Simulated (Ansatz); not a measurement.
An Ansatz (an electronic-structure program) input:

Ansatz 0.2 input:
```yaml
crystal:
  lattice:
    - [4.5969271049, 0.0, 0.0]
    - [-2.2984635524, 3.9810556521, 0.0]
    - [0.0, 0.0, 7.5651254169]
  atoms:
    - { symbol: In, position: [0.3333333333, 0.6666666667, 0.0004418466] }
    - { symbol: Sb, position: [0.3333333333, 0.6666666667, 0.3745581534] }
    - { symbol: In, position: [0.6666666667, 0.3333333333, 0.5004418466] }
    - { symbol: Sb, position: [0.6666666667, 0.3333333333, 0.8745581534] }
kpoints:
  mp_grid: { grid: [8, 8, 4] }
  band_path:
    path:
      - [[0.0, 0.0, 0.0], [0.5, 0.0, 0.0], [0.3333333333, 0.3333333333, 0.0], [0.0, 0.0, 0.0], [0.0, 0.0, 0.5], [0.5, 0.0, 0.5], [0.3333333333, 0.3333333333, 0.5], [0.0, 0.0, 0.5]]  # Γ-M-K-Γ-A-L-H-A
      - [[0.5, 0.0, 0.5], [0.5, 0.0, 0.0]]  # L-M
      - [[0.3333333333, 0.3333333333, 0.5], [0.3333333333, 0.3333333333, 0.0]]  # H-K
    npoints: 8
basis: { xc_grid: 2 }
hamiltonian:
  xc: pbesol
  pseudopotentials: { kind: paw }
magnetization: { noncollinear: true, spin_orbit: true }
scf:
  n_extra_bands: 12
  convergence: { dr2_threshold: 0.0000000001 }
  occupations: { method: gaussian, width: 0.05 }
output: { eigenvalues: true }
```

Q: How many symmetry operations and irreducible k-points will the run report?

A: 12 operations, 30 of 256 k-points.

Q: With a cutoff of 420 eV, how many plane waves at Γ?

A: 2743.

It took about 2.4 core-minutes (a rough figure) on shared server cores.

Space group P6_3mc (wurtzite). The start of the workflow was typed in or built on a structure type; neither database checked (COD, Materials Project) lists it. It is not the phase usual at ambient conditions (space group No. 216). Symmetry was held in the PBEsol relaxation; of distortions, only those at the zone centre were tested.

Potentials: the later of the program's two PAW sets.

Ansatz is a plane-wave DFT program.
